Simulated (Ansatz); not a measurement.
MgO:
```xyz
4
Lattice="3.4943 0.0000 0.0000 -1.7472 3.0262 0.0000 0.0000 0.0000 4.1951" Properties=species:S:1:pos:R:3 pbc="T T T"
Mg     1.7472     1.0087     3.1463
Mg     0.0000     2.0175     1.0488
O      1.7472     1.0087     1.0488
O      0.0000     2.0175     3.1463
```

Relaxed with PBEsol. Independent-particle spectrum: no excitons, no local fields, no scissors shift; 0.1 eV broadening; ε₁ of the summed bands alone.

Q: Tabulate the dielectric function from plane-wave PAW PBEsol (Ansatz code).

A: 

```
E (eV)  ε₁ xx  ε₂ xx  ε₁ zz  ε₂ zz
------  -----  -----  -----  -----
0.0      3.03   0.00   3.01   0.00
0.4      3.04   0.00   3.01   0.00
0.8      3.05   0.00   3.03   0.00
1.2      3.07   0.00   3.05   0.00
1.6      3.11   0.00   3.09   0.00
2.0      3.16   0.00   3.15   0.00
2.4      3.23   0.00   3.23   0.00
2.8      3.32   0.00   3.36   0.00
3.2      3.45   0.00   3.67   0.03
3.6      3.66   0.01   3.73   0.55
4.0      4.11   0.08   3.57   0.72
4.4      4.21   0.83   3.48   0.80
4.8      3.99   1.13   3.44   0.86
5.2      3.83   1.29   3.42   0.92
5.6      3.71   1.41   3.44   1.00
6.0      3.63   1.50   3.48   1.10
6.4      3.61   1.58   3.51   1.25
6.8      3.65   1.68   3.51   1.46
7.2      3.81   1.88   3.39   1.70
7.6      4.05   2.40   3.17   1.53
8.0      3.37   3.48   3.16   3.13
8.4      3.07   2.76   2.46   1.62
8.8      2.43   4.16   3.04   1.43
9.2      1.03   3.56   3.52   1.66
9.6      0.67   2.71   4.52   2.39
10.0     0.87   1.75   1.24   3.38
10.4     1.67   1.67   2.34   2.05
10.8     1.99   2.11   3.00   3.51
11.2     1.45   2.47   0.31   2.99
11.6     1.30   2.07   1.29   1.96
12.0     1.43   1.98   1.49   1.95
```

With all bands, ε∞ without local fields is 3.17 (xx = yy), 3.13 (zz). DFPT, with local fields, gives 3.05 (xx = yy), 3.07 (zz).

Space group P6_3/mmc. The workflow started from a Materials Project entry (that database holds measured and hypothetical structures alike); the Crystallography Open Database copy checked does not list it. It is not the phase usual at ambient conditions (space group No. 225). The cell was relaxed with PBEsol under the symmetry of its start; phonons on a q-mesh show no instability.

Potentials: the earlier of the program's two PAW sets.
